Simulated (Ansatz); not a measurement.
Starting cell, MgPd (CsCl type):

```
MgPd
1.0
    3.10383     0.00000     0.00000
    0.00000     3.10383     0.00000
    0.00000     0.00000     3.10383
Mg Pd
1 1
Direct
  0.00000   0.00000   0.00000
  0.50000   0.50000   0.50000
```

The atoms are displaced by Q × the pattern below (from a DFPT mode at Γ, largest move 1; Q in Å), at fixed cell. It is one choice among 3 degenerate patterns.

| atom | x | y | z |
|---|---|---|---|
| Mg1 | 0.000 | 0.000 | 1.000 |
| Pd2 | 0.000 | 0.000 | -0.228 |

Calculation: LDA (plane waves to 420 eV, PAW, scalar-relativistic; Ansatz, a quantum-chemistry and plane-wave program). k mesh 15×15×15 (Γ-centred), Fermi-Dirac smearing 0.05 eV. E stands for the smeared free energy. With partly filled bands, energies and forces of such displacements shift with the k mesh and the smearing. MgPd is run without spin polarisation. MgPd was relaxed with its symmetry unable to fall. ΔE is measured from the undisplaced structure. The last digit holds for this mesh only.

```json
[
 {"Q (Å)": "-0.2800", "ΔE (meV/cell)": "277.6"},
 {"Q (Å)": "-0.2333", "ΔE (meV/cell)": "193.4"},
 {"Q (Å)": "-0.1867", "ΔE (meV/cell)": "124.1"},
 {"Q (Å)": "-0.1400", "ΔE (meV/cell)": "withheld"},
 {"Q (Å)": "-0.0933", "ΔE (meV/cell)": "31.1"},
 {"Q (Å)": "-0.0467", "ΔE (meV/cell)": "7.8"},
 {"Q (Å)": "0.0000", "ΔE (meV/cell)": "0.0"},
 {"Q (Å)": "0.0467", "ΔE (meV/cell)": "7.8"},
 {"Q (Å)": "0.0933", "ΔE (meV/cell)": "31.1"},
 {"Q (Å)": "0.1400", "ΔE (meV/cell)": "withheld"},
 {"Q (Å)": "0.1867", "ΔE (meV/cell)": "124.1"},
 {"Q (Å)": "0.2333", "ΔE (meV/cell)": "193.4"},
 {"Q (Å)": "0.2800", "ΔE (meV/cell)": "277.6"}
]
```

**Question.** Fit an even polynomial form (powers 2, 4) to the given rows and predict ΔE at Q = -0.1400.

**Answer.** Least squares on the 11 given rows: ΔE = (3578)·Q² + (-469.4)·Q⁴, in meV/cell with Q in Å; root-mean-square residual 0.03 meV/cell. At -0.1400 the fit gives 69.9 meV/cell; the calculation gives 69.9 meV/cell, the same to the digits shown. The quadratic term alone would give 70.1 meV/cell.

(For displaced atoms, the force is minus the slope of the energy, and its curvature is a force constant, which sets phonon frequencies.)
